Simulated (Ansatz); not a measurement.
InSb:
```
InSb
1.0
    4.26422     0.00000     0.00000
   -2.13211     3.69292     0.00000
    0.00000     0.00000     3.72454
In Sb
1 1
Cartesian
  0.00000   0.00000   0.00000
  2.13211   1.23097   1.86227
```

Relaxed with r²SCAN. Special points in fractions of this cell's reciprocal vectors: Γ (0.000, 0.000, 0.000); M (0.500, 0.000, 0.000); K (0.333, 0.333, 0.000); A (0.000, 0.000, 0.500); L (0.500, 0.000, 0.500); H (0.333, 0.333, 0.500).

### Question
List the band energies nearest the Fermi level at these points for the program Ansatz at the r²SCAN level (PAW).

### Answer
In eV from the Fermi level; about four levels below and three above (degenerate sets whole), none deeper than 8.9 eV; points with the same levels are listed once.

```
k                    below           above
-  -----------------------  --------------
Γ  -0.97 -0.56 -0.56 -0.22  3.76 3.76 4.91
M              -6.67 -2.16  0.52 1.42 5.21
K              -6.65 -4.09  1.75 4.16 4.71
A                    -7.06  0.96 0.96 3.27
L  -8.41 -4.89 -3.75 -3.08  0.14 2.49 3.60
H  -4.02 -3.61 -3.59 -1.56  0.09 6.97 8.65
```

Space group P-6m2. A made-up cell: these elements were put on the sites of a structure type; neither database checked (COD, Materials Project) lists it. It is not the phase usual at ambient conditions (space group No. 216). The r²SCAN relaxation kept the symmetry of its start; whether a distortion lowers the energy is not shown. Spin–orbit coupling is left out wherever it is not named.

Potentials: the later of the program's two PAW sets.
